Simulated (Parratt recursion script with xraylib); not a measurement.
## X-ray reflectivity of W on Ge: from fringes to thickness

| layer, from the top | thickness (Å) | density (g/cm³) | rms roughness of its top face (Å) | δ (10⁻⁶) | β (10⁻⁶) |
|---|---|---|---|---|---|
| W | ? | 17.245 | 2.3 | ? | ? |
| Ge (substrate) | – | 5.279 | 3.2 | 14.41 | 0.4388 |

The refractive index is n = 1 − δ + iβ. Vacuum lies above.

Densities are inputs, not measurements. They were set from computed cells of the Materials Project: W from entry mp-91 (Im-3m, 19.161 g/cm³, taken at 90 %); Ge from entry mp-32 (Fd-3m, 5.279 g/cm³). A layer's crystal structure does not enter its constants, only its composition and density.

Model: specular X-ray reflectivity, Parratt recursion, Névot-Croce roughness, xraylib tables. Program: Parratt recursion script with xraylib 4.3.0.

Photon energy 8.048 keV (λ = 1.5406 Å), s polarisation. The grazing angle θ is scanned from 0.05° to 3° in 900 evenly spaced points, and the curve is smoothed with a Gaussian of 0.004° full width. A minimum is a scan point below both neighbours, placed by a parabola through ln R at the three points.

All minima between 0.65 and 2.05°: θ = 0.686, 0.788, 0.903, 1.026, 1.155, 1.288, 1.424, 1.562, 1.701, 1.842, 1.984°.

**Question.** Find the film thickness d and the film's δ from the minima.

**Answer.** sin²θ of the minima, in units of 10⁻⁶: 143.3, 189.1, 248.4, 320.6, 406.3, 505.3, 617.6, 743.0, 881.1, 1033.2, 1198.6. For consecutive orders m, sin²θ = 2δ + (mλ/2d)², a straight line in m². The order of the first listed minimum is unknown, so try several:

| first m | slope (10⁻⁶) | intercept (10⁻⁶) | rms residual (10⁻⁶) |
|---|---|---|---|
| 2 | 7.502 | 128.9 | 7.91 |
| 2.5 | 7.021 | 106.4 | 3.57 |
| 3 | 6.596 | 83.4 | 0.29 |
| 3.5 | 6.218 | 60.1 | 3.63 |
| 4 | 5.880 | 36.4 | 6.65 |

The residual is least for first m = 3. Its slope gives d = λ/(2 slope^½) = 299.9 Å and its intercept δ = 41.7 × 10⁻⁶.

The run used d = 300 Å and δ = 41.21 × 10⁻⁶ (β = 3.551 × 10⁻⁶), so the fit misses d by 0.1 Å and δ by 1 %. The spacing of the first two listed minima alone, with δ left out, gives λ/(2Δθ) = 432.7 Å, 44.2 % too high.
